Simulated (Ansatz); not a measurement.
AlNi$_{3}$:
```yaml
crystal:
  lattice:
    - [0.00000, 2.79841, 2.79841]
    - [2.79841, 0.00000, 2.79841]
    - [2.79841, 2.79841, 0.00000]
  atoms:
    - { symbol: Al, position: [0.50000, 0.50000, 0.50000] }
    - { symbol: Ni, position: [0.25000, 0.25000, 0.25000] }
    - { symbol: Ni, position: [0.75000, 0.75000, 0.75000] }
    - { symbol: Ni, position: [0.00000, 0.00000, 0.00000] }
```

Relaxed with PBEsol. Special points in fractions of this cell's reciprocal vectors: Γ (0.000, 0.000, 0.000); X (0.500, 0.000, 0.500); U (0.625, 0.250, 0.625); K (0.375, 0.375, 0.750); L (0.500, 0.500, 0.500); W (0.500, 0.250, 0.750).

Question: List the band energies nearest the Fermi level at these points for plane-wave PAW PBEsol (Ansatz code).

Answer: In eV from the Fermi level; about four levels below and three above (degenerate sets whole), none deeper than 8.9 eV; points with the same levels are listed once.

| k | below | above |
|---|---|---|
| Γ | -0.55 -0.55 -0.51 -0.51 | 5.43 5.43 5.43 |
| X | -0.36 -0.35 -0.35 -0.04 | 4.25 4.70 12.66 |
| U | -0.76 -0.33 -0.33 -0.31 | 0.11 0.72 4.56 |
| L | -0.64 -0.64 -0.47 -0.47 -0.14 | 4.30 4.30 4.81 4.81 |
| W | -0.54 -0.10 -0.01 -0.01 | 7.55 7.58 7.58 |

Space group Fm-3m. The first step of the workflow began from a Materials Project structure, measured or hypothetical; the Crystallography Open Database copy checked does not list it. With Al and Ni taken as one species the cell has the higher symmetry Im-3m, so it may be an ordered model of a mixed-site phase. It is not the phase usual at ambient conditions (space group No. 221). The cell was relaxed with PBEsol under the symmetry of its start. At this level the phase is mechanically unstable. No spin polarisation was allowed.

Potentials: the later of the program's two PAW sets.
